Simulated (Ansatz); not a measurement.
**What a change of settings does to a run on LaGa2**

The geometry is COD entry 1523791, unchecked; take it as a test cell. The listed cell was then made from it by scaling, straining or moving an atom.

First run: DFT, LDA, all-electron LAPW, scalar-relativistic (Ansatz 0.2.0).

Command: `ansatz run input.yaml --threads 1 --pin off --max-ram 3072MiB --backend cpu --events-out ev --progress --plain --runs-dir out` The run took about 94 s on 1 thread of a shared machine.

```yaml
crystal:
  lattice:
    - [4.4322576538, 0.0, 0.0]
    - [-2.2161288269, 3.8384477242, 0.0]
    - [0.0, 0.0, 4.5307522683]
  atoms:
    - { symbol: La, position: [0.0, 0.0, 0.0] }
    - { symbol: Ga, position: [0.3333333333, 0.6666666667, 0.5] }
    - { symbol: Ga, position: [0.6666666667, 0.3333333333, 0.5] }
kpoints:
  mp_grid: { grid: [9, 9, 8] }
scf:
  occupations: { method: fermi_dirac, width: 0.05 }
hamiltonian:
  xc: lda
  pseudopotentials: { kind: all_electron, lapw: { basis_error: 0.001 } }
output:
  forces: true
  stress: true
relax:
  f_tol: 0.005
  max_steps: 80
  cell: {}
```

Result: converged; relaxed volume 22.419 Å³/atom; 30 SCF iterations in all.

No spin–orbit coupling, which matters for the heavy atoms here.

The input is then changed:

```diff
@@ -11,5 +11,5 @@
   mp_grid: { grid: [9, 9, 8] }
 scf:
-  occupations: { method: fermi_dirac, width: 0.05 }
+  occupations: { method: methfessel_paxton, width: 0.05 }
 hamiltonian:
   xc: lda
```

What does the second run give?

It converged; energy at zero smearing 0.0 meV/atom from the first run; relaxed volume 22.432 Å³/atom; 27 SCF iterations in all.
